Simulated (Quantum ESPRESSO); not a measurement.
Simulation results for AlInGa2P4 (made-up cell)

Calculation on a made-up crystal cell, not a measurement: periodic Kohn-Sham density functional theory in plane waves with PseudoDojo standard norm-conserving scalar-relativistic pseudopotentials, each functional with its own files (v0.5 for PBE, v0.4.1 for LDA and PBEsol), no spin polarisation, no spin-orbit coupling, atoms not relaxed, stress positive in tension, energies less a fixed whole-eV offset for each atom's element; levels are Kohn-Sham levels at fractions of this cell's reciprocal vectors, counted from the reference band (half the neutral cell's valence electrons, rounded up) at Gamma; error bars cover cutoff and k-mesh only, not smearing or the files; added strain carries the atoms with the cell, and shear is the tensor component; each bar is the largest change over components, and at least 0.002 eV, 0.002 eV per angstrom or 0.02 GPa; energies are for the whole cell, and the offsets were chosen from early runs and are not element reference energies. Program: Quantum ESPRESSO 7.5.

### AlInGa2P4 (made-up cell)

```cif
# cell vector a (Å): 5.6751 0.0701 0.0302
# cell vector b (Å): 0.0701 5.7713 -0.0311
# cell vector c (Å): 0.0302 -0.0311 5.5897
data_AlInGa2P4
_symmetry_space_group_name_H-M 'P 1'
_symmetry_Int_Tables_number 1
_cell_length_a 5.6756
_cell_length_b 5.7718
_cell_length_c 5.5899
_cell_angle_alpha 90.624
_cell_angle_beta 89.390
_cell_angle_gamma 88.598
_cell_volume 183.04
loop_
_atom_site_label
_atom_site_type_symbol
_atom_site_fract_x
_atom_site_fract_y
_atom_site_fract_z
_atom_site_occupancy
In1 In 0.98789 0.00402 0.99780 1
Ga1 Ga 0.99517 0.46741 0.49849 1
Ga2 Ga 0.47603 0.99631 0.49133 1
Al1 Al 0.48720 0.47113 0.98312 1
P1 P 0.26675 0.23095 0.24394 1
P2 P 0.26839 0.73767 0.73339 1
P3 P 0.76504 0.26627 0.76930 1
P4 P 0.77883 0.75867 0.24384 1
```

It was run with lattice type zincblende/diamond, functional pbe, cutoff 1088 eV, fermi dirac smearing 0.025 eV, scf tolerance 1e-07 eV, electrons removed 0 and k mesh 4 x 4 x 4, shifted by half a step.

Atoms:
```csv
atoms element,atom site,atom energy offset (eV)
In,1,-1808
Ga,2,-2080
Ga,3,-2080
Al,4,-64
P,5,-189
P,6,-189
P,7,-189
P,8,-189
```

Q: AlInGa2P4 (made-up cell): stress yy?
A: 0.115 GPa

Further results for AlInGa2P4 (made-up cell):

| Property | Result |
| --- | --- |
| free energy less offsets | -0.6179 eV |
| smearing term minus ts | 0 eV |
| scf iterations | 10 |
| pressure | 0.6866 GPa |
| stress xx | -0.5685 GPa |
| stress zz | -1.606 GPa |
| stress yz | 2.963 GPa |
| stress xz | 0.8007 GPa |
| stress xy | 1.061 GPa |
| error bar energy | 0.008077 eV |
| error bar stress | 0.02 GPa |
| error bar force | 0.002072 eV/Å |
| error bars from | tighter rerun of this cell |

Forces:
```csv
site,x (eV/Å),y (eV/Å),z (eV/Å)
1,1.904,-0.7347,-0.6184
2,0.669,1.49,-0.5216
3,1.979,-0.8171,0.3386
4,0.4499,1.805,0.8427
5,-0.3379,1.303,0.219
6,-0.6125,-0.6463,0.08941
7,-1.468,-0.04,-2.109
8,-2.583,-2.36,1.759
```
